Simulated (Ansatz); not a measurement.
# Formation energy of SrCd

```yaml
crystal:
  lattice:
    - [3.97994, 0.00000, 0.00000]
    - [0.00000, 3.97994, 0.00000]
    - [0.00000, 0.00000, 3.97994]
  atoms:
    - { symbol: Sr, position: [0.50000, 0.50000, 0.50000] }
    - { symbol: Cd, position: [0.00000, 0.00000, 0.00000] }
```

The cell comes from a relaxation on PAW files under the same functional, begun from a database entry that needn't be the ground state.

Computed with Ansatz 0.2.0; functional PBEsol, scalar-relativistic. Settings: a Γ-centred 10×10×10 k mesh, Fermi–Dirac smearing of 0.05 eV, no spin polarisation. Methods: LAPW: all electrons, basis error target 0.5 meV/atom; PAW: frozen-core files, cutoff 420 eV; crystal datasets: all electrons, by PAW datasets that the program makes for each cell.

The elements are taken as Cd hcp, Sr fcc, each relaxed on PAW files under the same functional and computed by the same method as the compound; zero-point and thermal terms are left out.

The PAW files were made under PBE.

Problem. Give the formation energy by each method, with the residual pressure at this cell and the LAPW gap.

Solution. 

```tsv
method	ΔE(formation) (eV/atom)	P at this cell (GPa)	gap (eV)
LAPW	-0.319	0.00	0.00
PAW	-0.319	0.00	–
crystal datasets	-0.319	0.00	–
```

Problem. Give the LAPW value for one formula unit in kJ/mol.

Solution. -0.319 eV/atom × 2 atoms × 96.485 kJ/(mol·eV) = -61.6 kJ/mol, at zero temperature and without zero-point motion.

Problem. How does the cell move when LAPW relaxes it further?

Solution. It takes no step: the LAPW pressure of 0.00 GPa and the forces already lie within the run's tolerances.
